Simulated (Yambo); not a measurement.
**Convergence of the G0W0 gap of Rb₂KRhF₆**

G0W0@PBEsol for Rb₂KRhF₆ (space group Fm-3m, No. 225) in Yambo. Reference settings: 2×2×2 Γ-centred k mesh, bands 5 to 278 and a 7 Ry block in the screening, 278 bands in G with the Bruneval-Gonze terminator, plasmon pole fitted at 27.2 eV. The PBEsol gap X → X on this mesh is 1.89 eV; G0W0 gaps are taken between the same points.

| change from the reference | G0W0 gap X → X (eV) | shift of the valence edge (eV) | rough Yambo cost |
|---|---|---|---|
| reference settings | 5.67 | -1.54 | 1 |
| 184 bands in W, 184 bands in G | 5.66 | -1.47 | within a factor of two |
| 1 Ry block | 7.13 | -2.49 | within a factor of two |
| no terminator | 5.71 | -1.30 | – |

The reference isn't shown to be the converged limit. Costs are rough (shared machines), scaled to the same edge states, and given only for runs that recompute the screening.

Spin-orbit splittings are left out.

Geometry of the Materials Project entry, not relaxed at this level; primitive cell a = 6.4244 Å, b = 6.4244 Å, c = 6.4244 Å, α = 60.00°, β = 60.00°, γ = 60.00°.

A shift is the quasiparticle energy of the state minus its PBEsol energy.
